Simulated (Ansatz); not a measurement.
KYSe₂, ordered on the rocksalt lattice (P4/mmm) with 4 atoms a cell, relaxed with r2SCAN: 5 runs in Ansatz, each a construction of maximally localised Wannier functions. It is tetragonal, P4/mmm (No. 123); conventional cell a = 4.320 Å, c = 5.868 Å, 27.38 Å³ an atom. K has 6 Se at 2.93–3.05 Å; Se has 2 K at 2.93 Å and 4 Y at 3.05 Å; Y has 6 Se at 2.93–3.05 Å; Se has 2 Y at 2.93 Å and 4 K at 3.05 Å. Simulation only: spin-unpolarised, and no claim that this is the phase found in nature.

```xyz
4
Lattice="4.3197 0.0000 0.0000 0.0000 4.3197 0.0000 0.0000 0.0000 5.8683" Properties=species:S:1:pos:R:3 pbc="T T T"
K     0.0000    0.0000    0.0000
Se    0.0000    0.0000    2.9341
Y     2.1599    2.1599    2.9341
Se    2.1599    2.1599    0.0000
```

Windows count from the top of the filled bands; a dash means that no such window was set (without an outer window there is no disentanglement). Rows marked drawn have settings drawn at random (some not listed).

| functional | SCF mesh | trial orbitals | functions | mesh | window (eV) | frozen (eV) | settings | Ω total (Å²) | Ω invariant (Å²) | largest spread (Å²) | least projectability | interpolation miss of the model's filled bands (eV, to the nearest computed level) |
| --- | --- | --- | --- | --- | --- | --- | --- | --- | --- | --- | --- | --- |
| PBE | 6×6×4 | Se p | 6 | 4×4×4 | – | – | chosen | 15.96 | 15.80 | 2.73 | 0.85 | 0.068 |
| r2SCAN | 6×6×4 | Se p | 6 | 4×4×4 | – | – | chosen | 15.31 | 15.18 | 2.63 | 0.86 | 0.060 |
| HSE06 | 4×4×4 | Se p | 6 | 4×4×4 | – | – | chosen | 15.21 | 15.10 | 2.63 | 0.86 | – |
| PBE | 6×6×4 | Se p | 6 | 4×4×4 | -14.5 to +6.4 | – | drawn | 12.63 | 12.61 | 2.35 | 0.89 | 0.548 |
| PBE | 6×6×4 | Se p (plain search) | 6 | 4×4×4 | – | – | drawn | 15.96 | 15.80 | 2.73 | 0.85 | 0.068 |

The runs are scalar-relativistic, without spin-orbit coupling.
